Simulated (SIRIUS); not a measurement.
Input and output of a self-consistent single point for MoS2 (R3m, 3 atoms in the cell; from Materials Project mp-1434) (SIRIUS).

Method: PBEsol, GBRV PBEsol ultrasoft pseudopotentials (plane waves; SIRIUS).

```xyz
3
Lattice="1.5921 0.9192 6.4821 -1.5921 0.9192 6.4821 0.0000 -1.8385 6.4821" Properties=species:S:1:pos:R:3 pbc="T T T"
Mo     0.0000     0.0000    19.4420
S      0.0000     0.0000     8.0301
S      0.0000     0.0000     4.9258
```

Reference input (self-consistent single point, DFT, PBEsol, plane waves, GBRV PBEsol ultrasoft pseudopotentials): parameters.ngridk = 6 6 6; parameters.xc_functionals = [XC_GGA_X_PBE_SOL, XC_GGA_C_PBE_SOL]; parameters.gk_cutoff = 6.325 1/bohr; parameters.pw_cutoff = 14.143 1/bohr; parameters.smearing = fermi_dirac; parameters.smearing_width = 0.000367493 Ha; potentials = GBRV PBEsol ultrasoft pseudopotentials; parameters.electronic_structure_method = pseudopotential; parameters.num_bands = 17; parameters.num_mag_dims = 0; parameters.num_dft_iter = 100; parameters.energy_tol = 1e-07 Ha. This run's input differs from it in these lines:

```diff
@@ -16,3 +16,3 @@
     "pw_cutoff": 14.143,
-    "ngridk": [6, 6, 6],
+    "ngridk": [1, 1, 1],
     "smearing": "fermi_dirac",
```

The program printed (abridged):

```
[find] density tolerance         : 1e-06
[find] total energy tolerance    : 1e-07
[find] iter_solver_tol (initial) : 0.01
[find] iter_solver_tol (target)  : 1e-13
[find] num_dft_iter              : 100
Charges and magnetic moments
--------------------------------------------------------------------------------
total charge          : 26.000000
[find] | SCF iteration   0 out of 100|
[diagonalize] iterative solver tolerance (occupied, empty): 0.01 0.01
[diagonalize] average number of iterations: 2
[find] Charges and magnetic moments
[find] total charge          : 26.000000
[find] Energy
[find] smearing (-TS)                 :       0.00000000
   [... lines left out ...]
[find] Charges and magnetic moments
[find] total charge          : 26.000000
[find] Energy
[find] smearing (-TS)                 :       0.00000000
[find] Total energy                   :     -93.48501227 (Ha),    -186.97002453 (Ry)
[find] Free energy (E-TS)             :     -93.48501227 (Ha),    -186.97002453 (Ry)
[find] band gap (eV)                  :       2.70477729
[find] Efermi                         :       0.39387207
[find] iteration : 30, RMS (target) : 5.3306e-07 (1.0000e-06) , energy difference (target) : -6.4091e-12 (1.0000e-07)
[find] bands are converged : true
[find] iterative solver converged : false
[find] converged after 31 SCF iterations!
[find] Charges and magnetic moments
[find] total charge          : 26.000000
[find] Energy
[find] smearing (-TS)                 :       0.00000000
[find] Total energy                   :     -93.48501227 (Ha),    -186.97002453 (Ry)
[find] Free energy (E-TS)             :     -93.48501227 (Ha),    -186.97002453 (Ry)
[find] band gap (eV)                  :       2.70477729
[find] Efermi                         :       0.39387207
[ground_state] === stress tensor components [kbar] ===
[ground_state] === stress_total ===
[ground_state]  -217.533149    0.000000    0.000000
[ground_state]     0.000000 -217.533258    0.000000
[ground_state]     0.000000    0.000000  148.547873
[ground_state] ==== total Forces in Ha/bohr =====
[ground_state] atom:    0, force:       0.0000000     -0.0000000      0.0013838
[ground_state] atom:    1, force:       0.0000000      0.0000000     -0.0768624
[ground_state] atom:    2, force:       0.0000000      0.0000000      0.0754799
```

The run converged in 31 iterations. SIRIUS prints the stress tensor with tension positive. Against the reference run the free energy goes up by 2.74 eV/atom, the pressure goes from -3.38 to 9.55 GPa and the largest force goes from 0.150 to 3.952 eV/Å.

This run is one point of a test of settings, so its values need not be converged; read them against the reference run alone. The structure comes from a collection of computed structures, made at another level of theory; the collection holds predicted forms beside known ones. With one or two k-points the zone of this small cell is coarsely sampled: energies, forces and stress carry that error and can break the symmetry, so a converged loop does not mean converged values.

The gap that the log prints is read on the run's mesh, which can miss the band edges or a crossing.
